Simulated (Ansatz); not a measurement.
**How far is PAW off for Ga?**

```
CELL_PARAMETERS angstrom
2.25535 -3.82240 0.00000
2.25535 3.82240 0.00000
0.00000 0.00000 4.47153
ATOMIC_POSITIONS crystal
Ga 0.15250 0.84750 0.07850
Ga 0.65250 0.34750 0.42150
Ga 0.84750 0.15250 0.92150
Ga 0.34750 0.65250 0.57850
```

Atom numbers follow the list: Ga1, Ga2, Ga3, Ga4.

The conventional cell has a = 4.511 Å, b = 7.645 Å, c = 4.472 Å, α = 90.00°, β = 90.00°, γ = 90.00°. Around Ga (atom 1) lie 7 Ga at 2.44 to 2.79 Å.

The cell is COD entry 9008562, as deposited and not checked against the literature; nothing was relaxed. The listed cell was then made from it by scaling, straining or moving an atom.

Levels of theory: DFT, PBEsol, PAW with Ansatz's default frozen-core files, scalar-relativistic (Ansatz 0.2.0); DFT, PBEsol, all-electron LAPW, scalar-relativistic (Ansatz 0.2.0).

For PAW: a Γ-centred 9×9×8 k mesh, Fermi–Dirac smearing of 0.05 eV, cutoff 420 eV, no spin polarisation; the PAW files were made with PBE, and the program remakes their frozen cores for this functional. LAPW targets a basis error of 1 meV/atom. The Ansatz runs share mesh, smearing and spin set-up. Plane-wave (PAW) pressures include the program's estimate of the Pulay term.

Stress and pressure are positive in compression.

PAW results:

```
              quantity     PAW
        pressure (GPa)   -0.64
       stress xx (GPa)   -1.24
       stress yy (GPa)    0.44
       stress zz (GPa)   -1.11
force on Ga1, y (eV/Å)  -0.401
```

Task: What does all-electron LAPW give for the same quantities?

Result: 
```csv
quantity,LAPW
pressure (GPa),-0.61
stress xx (GPa),-1.20
stress yy (GPa),0.45
stress zz (GPa),-1.07
"force on Ga1, y (eV/Å)",-0.399
```
